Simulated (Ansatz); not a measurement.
Cell and atoms are relaxed with the symmetry kept. Start:

```cif
data_structure
_symmetry_space_group_name_H-M 'Pm-3m'
_symmetry_Int_Tables_number 221
_cell_length_a 3.9859
_cell_length_b 3.9859
_cell_length_c 3.9859
_cell_angle_alpha 90.000
_cell_angle_beta 90.000
_cell_angle_gamma 90.000
_cell_volume 63.33
loop_
_atom_site_label
_atom_site_type_symbol
_atom_site_symmetry_multiplicity
_atom_site_Wyckoff_symbol
_atom_site_fract_x
_atom_site_fract_y
_atom_site_fract_z
_atom_site_occupancy
K1 K 1 b 0.50000 0.50000 0.50000 1
Mg1 Mg 1 a 0.00000 0.00000 0.00000 1
F1 F 3 d 0.50000 0.00000 0.00000 1
```

Level of theory: Ansatz, DFT PBE, scalar-relativistic, plane waves, PAW.

Cutoff 420 eV; k points 6×6×6 on the computed 5-atom cell (Γ-centred); Gaussian smearing, width 0.02 eV; no spin polarisation.

**Question.** What does it relax to?

**Answer.** The volume increases by 0.66 Å³/atom to 13.33 Å³/atom, and the energy falls by 7.5 meV/atom. Final structure:
```xyz
5
Lattice="4.0542 0.0000 0.0000 0.0000 4.0542 0.0000 0.0000 0.0000 4.0542" Properties=species:S:1:pos:R:3 pbc="T T T"
K     2.0271    2.0271    2.0271
Mg    0.0000    0.0000    0.0000
F     2.0271    0.0000    0.0000
F     0.0000    2.0271    0.0000
F     0.0000    0.0000    2.0271
```

Symmetry holds off the tilts and polar distortions that many cubic perovskites undergo.